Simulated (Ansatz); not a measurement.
Data:

BIr:
```cif
data_BIr
_chemical_formula_sum 'B1 Ir1'
_space_group_name_H-M_alt 'P 1'
_space_group_IT_number 1
_cell_length_a 3.01912
_cell_length_b 3.01912
_cell_length_c 2.69470
_cell_angle_alpha 90.000
_cell_angle_beta 90.000
_cell_angle_gamma 120.000
loop_
_space_group_symop_operation_xyz
  'x, y, z'
loop_
_atom_site_label
_atom_site_type_symbol
_atom_site_fract_x
_atom_site_fract_y
_atom_site_fract_z
_atom_site_occupancy
B1 B 0.00000 0.00000 0.50000 1
Ir1 Ir 0.66667 0.33333 0.00000 1
```

This is the PBEsol-relaxed structure.

**Question.** All from DFT-PBEsol in the program Ansatz with PAW potentials, unless another level is named. Give the electronic character.

**Answer.** metallic (no gap).

**Question.** Next, the formation energy from the elements (no fitted shifts)?

**Answer.** -20 kJ/mol of atoms.

**Question.** Give the density of states at the Fermi level.

**Answer.** 0.45 states/eV per atom (mean over ±0.08 eV).

**Question.** Give the gap with spin–orbit coupling.

**Answer.** none (metallic).

Space group P-6m2. The workflow started from a Materials Project entry (that database holds measured and hypothetical structures alike); the Crystallography Open Database copy checked does not list it. Its standing as an ambient phase is unchecked. Symmetry was held in the PBEsol relaxation. At this level the phase is mechanically unstable. The run is not spin-polarised. The references are the lowest solids computed at this level, not always the standard phases. Scalar-relativistic: spin–orbit coupling is off unless named, which matters more the heavier the elements.

Potentials: the later of the program's two PAW sets.
